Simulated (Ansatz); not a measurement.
Ansatz (a program for electronic structure) input:

Ansatz 0.2 input:
```yaml
crystal:
  lattice:
    - [2.9935362713, 0.0, 0.0]
    - [-1.4967681356, 2.5924784581, 0.0]
    - [0.0, 0.0, 3.1602529966]
  atoms:
    - { symbol: Ti, position: [0.0, 0.0, 0.0] }
    - { symbol: B, position: [0.3333333333, 0.6666666667, 0.5] }
    - { symbol: B, position: [0.6666666667, 0.3333333333, 0.5] }
kpoints:
  mp_grid: { grid: [16, 16, 13] }
hamiltonian:
  xc: lda
  pseudopotentials: { kind: paw }
scf:
  occupations: { method: fermi_dirac, width: 0.1 }
phonons:
  method: dfpt
  response_accuracy: low
  eigenvectors: true
  rigid_motions: translations
```

Output (shortened):

```
Pseudopotential: Ti, paw, valence charge 12
Pseudopotential: B, paw, valence charge 3
Functional definition: SPW92
Crystal: 3 atoms, lattice volume = 24.526 Å³
Basis set: ecut = 420 eV, 467 PW (Γ), exchange–correlation on 48×48×48 points (8 copies of the dense FFT grid, shifted against one another)
Bands: 13, of which v1, the nominal top of the filled ones, is band 9 counted from 1 (8 counted from 0)
Symmetry: 24 space group operations
k-points: 511 of 3328 (irreducible under 4 space group operations, time reversal used)
SCF iter   1: F=—  HF=-2753.311242 eV  |F-HF|=—  |Δ(HF+E_count)|=         —  Δρ=6.07e-3  dr2=4.79e-3  ethr=1.77e-3  ⟨swp⟩=4.4  Hψ=32544  notcnv=0
preconditioner: auto → none
SCF iter   2: F=—  HF=-2753.309978 eV  |F-HF|=—  |Δ(HF+E_count)|=   1.26e-3  Δρ=3.25e-3  dr2=1.95e-3  ethr=2.66e-5  ⟨swp⟩=1.5  Hψ=11885  notcnv=0
SCF iter   3: F=—  HF=-2753.309466 eV  |F-HF|=—  |Δ(HF+E_count)|=   5.12e-4  Δρ=4.54e-4  dr2=3.84e-5  ethr=1.08e-5  ⟨swp⟩=2.3  Hψ=10259  notcnv=0
SCF iter   4: F=—  HF=-2753.309460 eV  |F-HF|=—  |Δ(HF+E_count)|=   6.43e-6  Δρ=4.74e-5  dr2=4.17e-7  ethr=2.13e-7  ⟨swp⟩=2.0  Hψ=7311  notcnv=0
SCF iter   5: F=—  HF=-2753.309460 eV  |F-HF|=—  |Δ(HF+E_count)|=   3.92e-7  Δρ=8.86e-6  dr2=1.38e-8  ethr=2.31e-9  ⟨swp⟩=2.0  Hψ=11303  notcnv=0
SCF iter   6: F=—  HF=-2753.309460 eV  |F-HF|=—  |Δ(HF+E_count)|=   1.15e-9  Δρ=1.17e-6  dr2=1.81e-10  ethr=7.65e-11  ⟨swp⟩=3.0  Hψ=11510  notcnv=0
SCF iter   7: F=-2753.309460 eV  HF=-2753.309460 eV  |F-HF|=0.00e0  |Δ(HF+E_count)|=  2.00e-11  Δρ=7.51e-8  dr2=3.78e-13  ethr=1.00e-12  ⟨swp⟩=5.5  Hψ=26912  notcnv=0
SCF 1 converged in 7 iterations: F = -2753.309460 eV  dr2 = 3.78e-13
DFPT response loops at Γ: preconditioner auto → Kerker (q_TF=auto, 2.591 Å⁻¹) (partly filled bands, converged f_vac=0.000) …
SCF converged after 7 iterations
Free energy (F): -2753.309460 eV
Harris-Foulkes:  -2753.309460 eV  (|F-HF|=0.00e0)
Internal energy: -2753.298403 eV  (E = F + TS)
E sigma→0 (E₀):  -2753.303931 eV
Entropy (-TS):   -0.011057 eV (-3.686 meV/atom)
Fermi energy:    15.608711 eV
--- Per-component energies (eV) ---
  E_band       = -82.434045
  E_kinetic    = 379.840756
  E_local      = -767.083263  (includes V_loc(G=0)·N_el)
  E_nonlocal   = 34.170176
  E_hartree    = 326.302171
  E_xc         = -165.257240
  E_vxc        = -203.807795  (∫ρ·V_xc dr)
  E_paw        = -1144.391753  (= ΣΔE_a)
  E_vpaw       = -178.158367  (= ΣTr[D̂ρ^β])
  E_aug_tail   = 0.000094  (compensation charges beyond the density's cutoff)
  E_ewald      = -1417.296963
  E_core_change = 0.417619  (= ΣΔE_core)
  E_smearing   = -0.011057  (= −TS)
  E_closure    = 0.000000  (closes the sum)
  Σ components = -2753.309460   (vs F -2753.309460, Δ=0.00e0)
  [band-id]    e_kinetic+e_local+e_nonlocal+2·e_hartree+e_vxc+e_vpaw+e_augmentation_tail = -82.434057   (vs E_band -82.434045, Δ=-1.12e-5)
--- Band table (eV; the first three rows and the last of 511) ---
  k-point 0: bands = ["-40.6090", "-17.2831", "-16.9439", "-16.9439", "2.0655", "12.8523", "12.8523", "13.4049", "13.4387", "17.6266", "17.6266", "19.5197", "19.5197"]
  k-point 1: bands = ["-40.6078", "-17.2983", "-16.9427", "-16.9427", "2.1515", "12.4350", "12.9183", "12.9183", "14.3292", "17.3980", "17.3980", "19.3706", "19.3706"]
  k-point 2: bands = ["-40.6045", "-17.3402", "-16.9393", "-16.9393", "2.4019", "11.3942", "13.1145", "13.1145", "15.1562", "16.8905", "16.8905", "18.9512", "18.9512"]
  k-point 510: bands = ["-40.5219", "-17.4245", "-17.2944", "-17.1163", "5.8117", "8.4337", "10.2316", "11.5584", "12.8061", "18.1993", "18.9456", "19.6708", "20.5100"]
--- Phonons (Γ-DFPT): 4 representative perturbations + reference, on 511 of 3328 k-points (Σ response iterations 10) ---
  ASR residual: 5.161e-4 → 0.000e0 eV/Å²; symmetrization residual: 3.480e-6 eV/Å²
  ASR residual per site (eV/Å²): 5.16e-4 5.34e-5 5.34e-5
  Γ frequencies (cm⁻¹): 0.00 0.00 0.00 535.47 535.47 538.00 574.97 920.51 920.51
  non-analytic LO–TO correction: not included (Born effective charges unavailable; polar crystals: no LO–TO splitting at Γ)
```

Cost: roughly 60 core-seconds on shared cores.

Space group P6/mmm. The cell was relaxed with LDA under the symmetry of its start; phonons on a q-mesh show no instability. No spin polarisation was allowed. As this level gives no gap, phonon frequencies hold no LO–TO term and depend on the k-mesh and smearing (Fermi–Dirac, 0.1 eV here).

Potentials: the later of the program's two PAW sets.

Ansatz is a plane-wave DFT program.
